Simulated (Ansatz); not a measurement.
Space group P6_3/mmc (No. 194). a = 2.541 Å, b = 2.541 Å, c = 4.384 Å, α = 90.00°, β = 90.00°, γ = 120.00°
| atom | site | symmetry | x | y | z |
| --- | --- | --- | --- | --- | --- |
| Fe | 2c | -6m2 | 0.3333 | 0.6667 | 0.2500 |

Equation of state of this Fe structure (not necessarily the ground state), with shape and atoms relaxed at each volume where symmetry leaves them free. It has no gap at any of these volumes. These are results of Ansatz 0.2.0, DFT r2SCAN, scalar-relativistic, plane waves, PAW, not measurements.

Cutoff 500 eV; k points 18×18×10 on the computed 2-atom cell (Γ-centred); Gaussian smearing, width 0.10 eV; collinear spin.

| V (Å³/atom) | E − E(largest V) (meV/atom) | P (GPa) |
| --- | --- | --- |
| 11.153 | -1.64 | 16.32 |
| 11.521 | -29.95 | 9.41 |
| 11.889 | -46.70 | 5.05 |
| 12.256 | -52.73 | 0.01 |
| 12.624 | -47.33 | -4.54 |
| 12.992 | -32.63 | -8.36 |
| 13.482 | 0.00 | -12.94 |

Q: Fit a third-order Birch–Murnaghan equation to E(V).

A: V0 = 12.26 Å³/atom, B0 = 151 GPa, B0' = 1.5.

The state reached may not be the lowest one.

This form isn't the element's structure at ambient conditions.

Cost: 7 runs of about 30 core-minutes in all, on Intel Xeon Processor @ 2.50GHz (Skylake/Cascade Lake) (shared hosts).